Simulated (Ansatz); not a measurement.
The relaxation started from an entry of Materials Project.

A relaxed cell of LiScF4 (I4₁/a (No. 88)), relaxed on a k-mesh at least as fine as the one used below. Computed with r2SCAN (plane waves to 500 eV, PAW, scalar-relativistic; Ansatz, a first-principles code). Γ-centred k-mesh 4×4×5 on the run's cell (coarser than for final values), Fermi–Dirac smearing 0.05 eV.

```xyz
12
Lattice="-2.4853 2.4853 5.0248 2.4853 -2.4853 5.0248 2.4853 2.4853 -5.0248" Properties=species:S:1:pos:R:3 pbc="T T T"
Li     0.0000     0.0000     0.0000
Li     0.0000     2.4853     2.5124
Sc     2.4853     0.0000     2.5124
Sc     0.0000     0.0000     5.0248
F      1.4313     0.8753     0.8050
F      1.6100     1.4313    -1.7074
F      1.0540     1.6100     5.8298
F      0.8753     1.0540     3.3174
F      1.0540    -0.8753     6.7321
F      0.8753     3.5393    -0.8050
F      1.4313     3.3606     1.7074
F      1.6100    -1.0540     4.2198
```

Every atom was then displaced, and the forces became (eV/Å):

```json
[
 {"atom": "Li1", "Fx": "-0.08", "Fy": "-0.54", "Fz": "0.35"},
 {"atom": "Li2", "Fx": "-0.22", "Fy": "-0.24", "Fz": "0.29"},
 {"atom": "Sc3", "Fx": "1.70", "Fy": "-0.47", "Fz": "-0.09"},
 {"atom": "Sc4", "Fx": "-1.14", "Fy": "-0.23", "Fz": "0.05"},
 {"atom": "F5", "Fx": "0.20", "Fy": "1.16", "Fz": "0.27"},
 {"atom": "F6", "Fx": "-0.08", "Fy": "0.53", "Fz": "-0.13"},
 {"atom": "F7", "Fx": "0.44", "Fy": "-0.77", "Fz": "-0.13"},
 {"atom": "F8", "Fx": "-1.13", "Fy": "0.82", "Fz": "0.42"},
 {"atom": "F9", "Fx": "0.37", "Fy": "0.70", "Fz": "-0.06"},
 {"atom": "F10", "Fx": "0.55", "Fy": "-1.44", "Fz": "-0.39"},
 {"atom": "F11", "Fx": "0.11", "Fy": "-0.64", "Fz": "-0.39"},
 {"atom": "F12", "Fx": "-0.72", "Fy": "1.10", "Fz": "-0.19"}
]
```

Task: Which atom was moved farthest relative to the others, and in which direction?

Result: F10, by (0.06, 0.19, 0.04) Å (0.20 Å, mean shift removed); the next is F7 with 0.14 Å. Its force makes an angle of 142° with its move.

All displacements (Å):

```json
[
 {"atom": "Li1", "ux": "0.029", "uy": "0.044", "uz": "0.031"},
 {"atom": "Li2", "ux": "-0.027", "uy": "-0.006", "uz": "0.035"},
 {"atom": "Sc3", "ux": "-0.100", "uy": "-0.039", "uz": "0.033"},
 {"atom": "Sc4", "ux": "0.085", "uy": "-0.015", "uz": "0.043"},
 {"atom": "F5", "ux": "-0.010", "uy": "-0.128", "uz": "0.041"},
 {"atom": "F6", "ux": "0.020", "uy": "-0.010", "uz": "0.097"},
 {"atom": "F7", "ux": "-0.098", "uy": "0.074", "uz": "0.027"},
 {"atom": "F8", "ux": "0.087", "uy": "-0.088", "uz": "0.054"},
 {"atom": "F9", "ux": "-0.059", "uy": "-0.064", "uz": "0.043"},
 {"atom": "F10", "ux": "0.062", "uy": "0.173", "uz": "0.091"},
 {"atom": "F11", "ux": "-0.061", "uy": "-0.002", "uz": "0.113"},
 {"atom": "F12", "ux": "0.077", "uy": "-0.110", "uz": "0.068"}
]
```

Task: Estimate the energy cost of the displacement in the harmonic approximation and compare with the calculation.

Result: For a harmonic well ΔE = −½ Σ F·u = 0.607 eV a cell, or 51 meV/atom. The calculated energy relative to the undisplaced cell is +0.049 eV/atom, so the harmonic estimate holds well.

No spin polarisation in the result.

The run that gave the undisplaced cell could not lose the symmetry of its start; a randomly shaken copy of 12 atoms returns to this structure.
